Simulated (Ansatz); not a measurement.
## Fields on a plane of LaNbO4 (space group C2/c)

```yaml
crystal:
  lattice:
    - [3.62358, -5.71078, 0.00000]
    - [3.62358, 5.71078, 0.00000]
    - [-3.33040, 0.00000, 3.93657]
  atoms:
    - { symbol: La, position: [0.63052, 0.36948, 0.75000] }
    - { symbol: La, position: [0.36948, 0.63052, 0.25000] }
    - { symbol: Nb, position: [0.10033, 0.89967, 0.75000] }
    - { symbol: Nb, position: [0.89967, 0.10033, 0.25000] }
    - { symbol: O, position: [0.79639, 0.73330, 0.30736] }
    - { symbol: O, position: [0.20361, 0.26670, 0.69264] }
    - { symbol: O, position: [0.26670, 0.20361, 0.19264] }
    - { symbol: O, position: [0.73330, 0.79639, 0.80736] }
    - { symbol: O, position: [0.05567, 0.64653, 0.83944] }
    - { symbol: O, position: [0.94433, 0.35347, 0.16056] }
    - { symbol: O, position: [0.35347, 0.94433, 0.66056] }
    - { symbol: O, position: [0.64653, 0.05567, 0.33944] }
```

The slice is a (001) plane (indices of the conventional cell) through the point (0.630, 0.369, 0.750) (fractional), spanned by u = [110] and v = [1 -1 0] in vectors of this cell: u (7.25 Å) and v (11.42 Å, at 90° to u). It covers one period; positions are fractions (u, v).

Atoms on it: La at (0.00, 0.00); La at (0.50, 0.50); Nb at (0.00, 0.47); Nb at (0.50, 0.97); O at (0.26, 0.34), 0.2 Å off the plane; O at (0.76, 0.84), 0.2 Å off the plane; O at (0.24, 0.84), 0.2 Å off the plane; O at (0.74, 0.34), 0.2 Å off the plane. Other atoms lie within 1 Å of the plane.

The numbers are results of PBEsol (plane waves to 420 eV, PAW, scalar-relativistic; Ansatz, a first-principles code), not measurements. k mesh 6×6×7. Near the nuclei the fields are pseudised (PAW); where an atom keeps semicore shells as valence, they peak there. LaNbO4 is run without spin polarisation. LaNbO4 was relaxed with its symmetry unable to fall.

```
|              ::**::  ::**::            |
|              ..::  --  ::..            |
|                  --@@--                |
|                  ::==::                |
|                    ..                  |
|                                        |
|                                        |
|                                        |
|                                        |
|                                        |
|                                        |
|                                        |
|                                        |
|--..      ..                  ..      ..|
|@@--                                  --|
|--  ..                              ..  |
|  ::**::                          ::**::|
|--  ::..                          ..::  |
|@@--                                  --|
|==::                                  ::|
|..                                      |
|                                        |
|                                        |
|                                        |
|                                        |
|                                        |
|                                        |
|                                        |
|                                        |
|          ..      ..--..      ..        |
|                  --@@--                |
|                ..  --  ..              |
```
Scale: ten equal steps from 0.000 (start of ' ') to 0.288 (end of '@'), in the order ' .:-=+*#%@'. Values: density of the lowest conduction band (whole band as if filled, smooth part) in e/Å³. The map has 20 points along u (two characters each, u = 0 at the left) and 32 along v (v = 0 in the bottom row). 

| v \ u | 0.00 | 0.10 | 0.20 | 0.30 | 0.40 | 0.50 | 0.60 | 0.70 | 0.80 | 0.90 |
|---|---|---|---|---|---|---|---|---|---|---|
| 0.88 | -0.9 | -0.6 | 0.4 | 0.2 | -0.7 | -0.5 | -0.7 | 0.2 | 0.4 | -0.6 |
| 0.75 | -1.8 | -1.3 | -0.6 | -0.7 | -1.3 | -1.6 | -1.3 | -0.7 | -0.6 | -1.3 |
| 0.62 | -1.1 | -0.4 | 0.1 | -0.6 | -1.1 | -0.9 | -1.1 | -0.6 | 0.1 | -0.4 |
| 0.50 | 0.7 | 0.2 | -0.3 | -0.6 | 0.2 | 0.1 | 0.2 | -0.6 | -0.3 | 0.2 |
| 0.38 | -0.5 | -0.7 | 0.2 | 0.4 | -0.6 | -0.9 | -0.6 | 0.4 | 0.2 | -0.7 |
| 0.25 | -1.6 | -1.3 | -0.7 | -0.6 | -1.3 | -1.8 | -1.3 | -0.6 | -0.7 | -1.3 |
| 0.12 | -0.9 | -1.1 | -0.6 | 0.1 | -0.4 | -1.1 | -0.4 | 0.1 | -0.6 | -1.1 |
| 0.00 | 0.1 | 0.2 | -0.6 | -0.3 | 0.2 | 0.7 | 0.2 | -0.3 | -0.6 | 0.2 |

Values: log₁₀ of the valence density in e/Å³. The scale is logarithmic, as a density can span decades between atoms and voids.

| Property | Result |
|---|---|
| Element round which the density of the highest valence band (whole band, smooth part) is largest on this plane | O |
| Element round which the density of the lowest conduction band (whole band as if filled, smooth part) is largest on this plane | Nb |
